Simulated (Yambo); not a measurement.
CdSe (zinc blende, space group F-43m, No. 216); a = 4.2498 Å, b = 4.2498 Å, c = 4.2498 Å, α = 60.00°, β = 60.00°, γ = 60.00°. With the G0W0 scissor the direct gap on the mesh is 1.82 eV.

Task: Can the lowest exciton of this BSE run be trusted, and with what binding energy? (Yambo, LDA bands; 6×6×6 mesh, 3 valence and 4 conduction bands, static screening with 38 bands and a 4 Ry block, scissor 1.42 eV, Tamm-Dancoff.)

Result: No. The lowest state lies within a few hundredths of an eV of the direct gap; this mesh is too coarse for weakly bound, extended excitons. The scissor comes from a G0W0 run whose convergence isn't established. Spin-orbit splittings are left out.

The standard potential for Se keeps a d shell in the valence without the s and p states of that shell. In tests on such compounds this moved G0W0 gaps by up to about 0.9 eV, so absolute quasiparticle energies here are unreliable; differences between settings are what counts.

Geometry relaxed with LDA.
